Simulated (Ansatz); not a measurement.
A plane-wave DFT run in Ansatz 0.2.0 (scalar-relativistic PAW potentials unless the input names others): input and command.

```yaml
crystal:
  lattice:
    - [-2.0500366686, 2.0500366686, 4.0488713059]
    - [2.0500366686, -2.0500366686, 4.0488713059]
    - [2.0500366686, 2.0500366686, -4.0488713059]
  atoms:
    - { symbol: Ti, position: [0.25, 0.75, 0.5] }
    - { symbol: Ti, position: [0.5, 0.5, 0.0] }
    - { symbol: Ti, position: [0.75, 0.25, 0.5] }
    - { symbol: O, position: [0.0, 0.5, 0.5] }
    - { symbol: O, position: [0.2426947648, 0.2426947648, 0.0] }
    - { symbol: O, position: [0.5, 0.0, 0.5] }
    - { symbol: O, position: [0.7573052352, 0.7573052352, 0.0] }
basis:
  ecutwfc: 420
  ecutrho_ratio: 9
kpoints:
  mp_grid: { grid: [12, 12, 12] }
hamiltonian:
  xc: pbesol
scf:
  occupations: { method: gaussian, width: 0.1 }
output:
  forces: true
  eigenvalues: true
  stress: true
```

```bash
ansatz run input.yaml --threads 2 --pin off --max-ram 5120MiB --backend cpu --events-out ev --progress --plain --runs-dir out
```

Abridged log:
```
Pseudopotentials: kind: paw
Pseudopotential: Ti, paw, valence charge 12, recommended cutoff 420 eV (normal)
Pseudopotential: O, paw, valence charge 6, recommended cutoff 420 eV (normal)
Functional definition: PBEsol
Crystal: 7 atoms, lattice volume = 68.064 Å³
Basis set: ecut = 420 eV, 1329 PW (Γ), exchange–correlation on 100×100×100 points (8 copies of the dense FFT grid, shifted against one another)
Bands: 37, of which v1, the nominal top of the filled ones, is band 30 counted from 1 (29 counted from 0)
Symmetry: 16 space group operations
Space group: I4/mmm (ITA 139), of the structure as read, at distance tolerance 4.1e-5 Å
k-points: 163 of 1728
Initial density: superposition of atomic densities (neutral atoms: chi_scale 0, normalization atom), corrected by the library's trained network
Initial wavefunctions: pseudopotential atomic-orbital guess
Functional: x = pbesol(κ = 0.804, μ = 0.12345679), c = pbesol(β = 0.046)
SCF iter   1: F=—  HF=-9675.288042 eV  |F-HF|=—  |Δ(HF+E_count)|=         —  Δρ=1.83e-2  dr2=1.96e-1  ethr=1.77e-3  ⟨swp⟩=4.9  Hψ=23313  notcnv=0  defer=2
SCF iter   2: F=—  HF=-9675.272915 eV  |F-HF|=—  |Δ(HF+E_count)|=   1.51e-2  Δρ=1.55e-2  dr2=1.06e-1  ethr=3.26e-4  ⟨swp⟩=2.1  Hψ=11532  notcnv=0  defer=229
SCF iter   3: F=—  HF=-9675.243766 eV  |F-HF|=—  |Δ(HF+E_count)|=   2.91e-2  Δρ=2.28e-3  dr2=2.82e-3  ethr=1.77e-4  ⟨swp⟩=2.0  Hψ=9484  notcnv=0  defer=229
SCF iter   4: F=—  HF=-9675.243263 eV  |F-HF|=—  |Δ(HF+E_count)|=   5.03e-4  Δρ=4.32e-4  dr2=1.04e-4  ethr=4.71e-6  ⟨swp⟩=2.0  Hψ=8319  notcnv=0  defer=229
SCF iter   5: F=—  HF=-9675.243249 eV  |F-HF|=—  |Δ(HF+E_count)|=   1.45e-5  Δρ=7.25e-5  dr2=1.81e-6  ethr=1.73e-7  ⟨swp⟩=2.0  Hψ=8480  notcnv=0  defer=229
SCF iter   6: F=—  HF=-9675.243247 eV  |F-HF|=—  |Δ(HF+E_count)|=   1.07e-6  Δρ=1.21e-5  dr2=4.36e-8  ethr=1.67e-10  ⟨swp⟩=10.0  Hψ=28372  notcnv=0
SCF iter   7: F=-9675.243247 eV  HF=-9675.243247 eV  |F-HF|=2.16e-9  |Δ(HF+E_count)|=   3.50e-8  Δρ=2.45e-6  dr2=2.98e-9  ethr=7.27e-11  ⟨swp⟩=1.9  Hψ=19626  notcnv=0
SCF 1 converged in 7 iterations: F = -9675.243247 eV  dr2 = 2.98e-9
SCF converged after 7 iterations
Free energy (F): -9675.243247 eV
Harris-Foulkes:  -9675.243247 eV  (|F-HF|=2.16e-9)
Internal energy: -9675.230412 eV  (E = F + TS)
E sigma→0 (E₀):  -9675.236830 eV
Entropy (-TS):   -0.012835 eV (-1.834 meV/atom)
Fermi energy:    15.094810 eV
--- Forces (eV/Å), atoms counted from 1 ---
  atom   1  Ti     0.00000000     0.00000000     0.00000000
  atom   2  Ti     0.00000000     0.00000000     0.00000000
  atom   3  Ti     0.00000000     0.00000000     0.00000000
  atom   4  O      0.00000000     0.00000000     0.00000000
  atom   5  O      0.00000000     0.00000000    -0.00129057
  atom   6  O      0.00000000     0.00000000     0.00000000
  atom   7  O      0.00000000     0.00000000     0.00129057
--- Stress (GPa, compression-positive) ---
       -0.012375       0.000000       0.000000
        0.000000      -0.012375       0.000000
        0.000000       0.000000       0.006523
  P = ⅓ Tr σ = -0.0061 GPa (-0.061 kbar)
```

Apart from outputs, empty bands and the relaxation, which only the reference makes, the input differs from a reference run on usual settings in basis.ecutrho_ratio: not typed → 9. The reference, at the same geometry, ended its own course with pressure -0.01 GPa, largest force 0.001 eV/Å, no gap on the mesh. This run converged in 7 SCF iterations with an energy at zero smearing within 0.01 meV/atom of the reference's, pressure -0.01 GPa, largest force 0.001 eV/Å, no gap on the mesh.

The run took 32 s on 2 threads of Intel(R) Xeon(R) Processor @ 2.50GHz (Skylake/Cascade Lake), on a shared host, peak memory 0.68 GiB.